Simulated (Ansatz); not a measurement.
Relaxed-ion elastic tensor of CdSiN2 in space group R-3m (No. 166; Cd on 3a, Si on 3b, N on 6c) in GPa (Voigt order), the program Ansatz at the r²SCAN level (PAW); density 7.03 g/cm³, 9.96 Å³ per atom.

```
  455    135   99.4  -13.3    0.0    0.0
  135    455   99.4   13.3    0.0    0.0
 99.4   99.4    443    0.0    0.0    0.0
-13.3   13.3    0.0   46.6    0.0    0.0
  0.0    0.0    0.0    0.0   46.6  -13.3
  0.0    0.0    0.0    0.0  -13.3    160
```

Question: Is the crystal mechanically stable?

Answer: Yes: the smallest eigenvalue of C is 45.1 GPa.

Question: Work out the Voigt, Reuss and Hill averages.

Answer: K_V = 225, K_R = 224, K_H = 224; G_V = 119, G_R = 80.2, G_H = 99.4 GPa.

Question: Give Young's modulus, Poisson's ratio, Pugh's ratio and the universal anisotropy index.

Answer: E = 9KG/(3K + G) = 260 GPa; ν = 0.31; K/G = 2.26 (ductile by the Pugh limit of 1.75); A_U = 5G_V/G_R + K_V/K_R − 6 = 2.39.

Question: Estimate the sound speeds and the Debye temperature.

Answer: v_l = √((K + 4G/3)/ρ) = 7130 m/s, v_t = √(G/ρ) = 3760 m/s, mean 4200 m/s; Θ = (h/k)(3n/4πV)^(1/3) v_m = 582 K.

Question: Solve the Christoffel equation for the three sound speeds along x, y, z.

Answer: Eigenvalues of C_ijkl n_j n_l equal ρv². In km/s, slowest first: x 2.53, 4.79, 8.05; y 2.56, 4.77, 8.05; z 2.58, 2.58, 7.94.

Question: How much does each axis shrink under pressure?

Answer: Linear compressibilities β_i = Σ_j S_ij (j = 1 to 3): x 1.4, y 1.4, z 1.6 per TPa.

The start of the workflow was typed in or built on a structure type; neither database checked (COD, Materials Project) lists it. Whether it is the stable phase at ambient conditions was not checked. The r²SCAN relaxation kept the symmetry of its start; its stability against distortions is not shown here.

Potentials: the earlier of the program's two PAW sets.
